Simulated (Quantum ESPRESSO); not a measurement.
# Where does N sit best among P sites?

These are calculations, not measurements. They come from pw.x of Quantum ESPRESSO 7.5, a plane-wave density functional program, with PseudoDojo standard norm-conserving files (v0.5 for PBE, v0.4.1 for LDA and PBEsol). The cells are made up: elements, strain and atom displacements were drawn at random, and nothing was relaxed. There is no spin polarisation, spin-orbit coupling or dispersion term.

The cell has 16 sites of a zincblende or diamond lattice (two cubes along c). Sites 1 to 8 hold Al Mg Al Al Al Al Al Al; sites 9 to 16 hold X X P X S P As X. Cell vectors in Å: (5.426, -0.001, -0.007); (-0.001, 5.528, 0.001); (-0.015, 0.002, 10.867). Settings: PBE, cutoff 1143 eV, 4 x 4 x 2 k mesh shifted by half a step, Fermi-Dirac smearing of 0.025 eV.

In each run one of the sites marked X holds N and the others hold P; cell and positions stay the same. E is the free energy of the cell.

| site of the guest | first shell | mean distance (Å) | E above the lowest (eV) | P (GPa) | force on the guest (eV/Å) |
| --- | --- | --- | --- | --- | --- |
| 9 | Al3Mg | 2.337 | 0.000 | 0.13 | 1.271 |
| 10 | Al3Mg | 2.371 | 0.352 | 0.51 | 1.328 |
| 12 | Al3Mg | 2.376 | 0.383 | 0.50 | 1.108 |
| 16 | Al4 | 2.384 | 0.589 | 0.59 | 0.217 |

A rerun of one of these cells at 1437 eV and k mesh 6 x 6 x 4 moved values by no more than 0.009 eV in the cell's energy, 0.02 GPa in stress and 0.002 eV/Å in force.

## Reading the table

Site 9 is lowest, by 0.352 eV, over three times the rerun's bound. The first shells differ, so neighbours and distances change together and cannot be told apart here. The positions are random and not relaxed, so the differences hold for this frozen cell and are not site preferences of a real crystal.